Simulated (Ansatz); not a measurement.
AlN:
```
AlN
1.0
    3.12080     0.00000     0.00000
   -1.56040     2.70269     0.00000
    0.00000     0.00000    10.11172
Al N
4 4
Direct
  0.00000   0.00000   0.00141
  0.00000   0.00000   0.50141
  0.66667   0.33333   0.75033
  0.33333   0.66667   0.25033
  0.00000   0.00000   0.81194
  0.00000   0.00000   0.31194
  0.66667   0.33333   0.56195
  0.33333   0.66667   0.06195
```

x, y and z are the axes in which the lattice vectors are written.

**Question.** Give the high-frequency dielectric tensor and the Born effective charge tensors of the independent atoms from DFPT, PBE in the plane-wave PAW code Ansatz.

**Answer.** 
ε∞:
```
4.56  0.00  0.00
0.00  4.56  0.00
0.00  0.00  4.68
```
Z* of atom 1 (Al), rows: field, columns: displacement, in e:
```
2.53  0.00  0.00
0.00  2.53  0.00
0.00  0.00  2.72
```
Z* of atom 3 (Al), rows: field, columns: displacement, in e:
```
2.55  0.00  0.00
0.00  2.55  0.00
0.00  0.00  2.51
```
Z* of atom 5 (N), rows: field, columns: displacement, in e:
```
-2.53   0.00   0.00
 0.00  -2.53   0.00
 0.00   0.00  -2.63
```
Z* of atom 7 (N), rows: field, columns: displacement, in e:
```
-2.55   0.00   0.00
 0.00  -2.55   0.00
 0.00   0.00  -2.59
```

Static charges for comparison (Bader): Al1 +2.43, Al3 +2.42, N5 -2.43, N7 -2.43 e. Born charges measure polarisation by displacement and can exceed these by far.

Space group P6_3mc. The cell is a constructed one: a structure type filled with these elements. Its sites differ from those of the usual phase in this space group: another stacking or structure type. The PBE relaxation kept the symmetry of its start; whether a distortion lowers the energy is not shown.

Potentials: the later of the program's two PAW sets.
